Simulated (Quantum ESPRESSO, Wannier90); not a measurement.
Wannier functions of TlI (CsCl type)

```xyz
2
Lattice="4.2382 0.0000 0.0000 0.0000 4.2382 0.0000 0.0000 0.0000 4.2382" Properties=species:S:1:pos:R:3 pbc="T T T"
Tl     0.0000     0.0000     0.0000
I      2.1191     2.1191     2.1191
```

Structure: Materials Project mp-23197, symmetrised, not relaxed again. COD (Crystallography Open Database) has the formula in 2 space groups, this one among them (matched by group alone). Level: PBEsol, no spin polarisation, no spin-orbit coupling; pw.x of Quantum ESPRESSO at 56 Ry with PseudoDojo potentials, 8×8×8 k-points, Wannier90. Density: 8×8×8 mesh, cold smearing 0.01 Ry. Spin-orbit coupling is left out although heavy elements are present.

A tight-binding model is made by disentanglement and projection with no localisation steps (num_iter = 0), so the 8 orbitals stay atom-like: hydrogen-like Tl: s;p; I: s;p, axes along x, y, z; frozen window up to 3.14 eV relative to the valence-band maximum. It follows pw.x to 5.7 meV rms for states up to 2.6 eV relative to the valence-band maximum. Matrix elements depend on this choice of orbitals and windows. Bands 2–6 (Tl 5d 99 %) lie between the kept ones and are excluded.

**Question.** What are the on-site energies relative to the valence-band maximum, and how fast do the hoppings decay?

**Answer.** 
| atom | orbitals | energy (eV) |
|---|---|---|
| Tl1 | s | -4.06 |
| Tl1 | pz px py | 3.63 |
| I2 | s | -11.13 |
| I2 | pz px py | -0.79 |

```json
[
 {"distance of the centres (Å)": "3–4", "largest modulus (eV)": "0.40"},
 {"distance of the centres (Å)": "4–5", "largest modulus (eV)": "0.76"},
 {"distance of the centres (Å)": "5–6", "largest modulus (eV)": "0.063"},
 {"distance of the centres (Å)": "7–8", "largest modulus (eV)": "0.078"},
 {"distance of the centres (Å)": "8–9", "largest modulus (eV)": "0.073"},
 {"distance of the centres (Å)": "9–10", "largest modulus (eV)": "0.0073"},
 {"distance of the centres (Å)": "10–11", "largest modulus (eV)": "0.012"},
 {"distance of the centres (Å)": "11–12", "largest modulus (eV)": "0.0079"},
 {"distance of the centres (Å)": "12–13", "largest modulus (eV)": "0.0041"}
]
```
